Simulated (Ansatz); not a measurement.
CuPd in space group R-3m (No. 166; Cu on 3a, Pd on 3b) under volume change, LDA (plane waves, PAW; program Ansatz), shape and atoms relaxed at each volume.

```csv
V (Å³/atom),E − E(relaxed) (meV/atom),P (GPa)
11.557,80.6,24.88
11.938,33.5,15.02
12.319,7.8,6.82
12.700,0.0,0.00
13.081,6.9,-5.66
13.462,26.1,-10.34
13.843,55.5,-14.21
```

Q: What does a third-order Birch–Murnaghan fit give for V₀, B₀ and B′?

A: V₀ = 12.70 Å³/atom, B₀ = 206 GPa, B′ = 5.2.

The first step of the workflow began from a Materials Project structure, measured or hypothetical; the Crystallography Open Database copy checked does not list it. COD files the formula under space group No. 221. With Cu and Pd taken as one species the cell has the higher symmetry Fm-3m, so it may be an ordered model of a mixed-site phase. Whether it is the stable phase at ambient conditions was not checked. The LDA relaxation kept the symmetry of its start; its stability against distortions is not shown here. The run is not spin-polarised.

Potentials: the later of the program's two PAW sets.
